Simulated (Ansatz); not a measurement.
In the program Ansatz at the r²SCAN level (PAW), SiGe in the orthorhombic phase (Pmma; Si on 2e, Si on 2f, Ge on 2e, Ge on 2f) relaxes to a = 3.928 Å, b = 3.926 Å, c = 11.099 Å. Si on 2e has 4 nearest neighbours from 2.37 Å (tetrahedral); Si on 2f has 4 nearest neighbours from 2.37 Å (tetrahedral); Ge on 2e has 4 nearest neighbours from 2.40 Å (tetrahedral); Ge on 2f has 4 nearest neighbours from 2.43 Å (tetrahedral). Its formation energy from the elements is 0.010 eV/atom, with no fitted shifts.

It is gapped at this level: 0.55 eV (indirect). HSE06 on the same cell gives 0.92 eV. Gap from r²SCAN with spin–orbit coupling: 0.50 eV. Electrons at the band edge weigh 0.15, 0.28, 3.1 mₑ (principal values). The hole mass is 0.069, 0.23, 1.9 mₑ (principal values).

The bulk modulus is 84.2 GPa. The elastic constants imply a Debye temperature near 474 K. Bader charges are Si +0.01 to +0.17, Ge -0.18 to 0.00 e.

The start of the workflow was typed in or built on a structure type; neither database checked (COD, Materials Project) lists it. Its standing as an ambient phase is unchecked. The cell was relaxed with r²SCAN under the symmetry of its start; whether a distortion lowers the energy is not shown. The references are the lowest solids computed at this level, not always the standard phases. Spin–orbit coupling is left out wherever it is not named.

Potentials: the later of the program's two PAW sets.
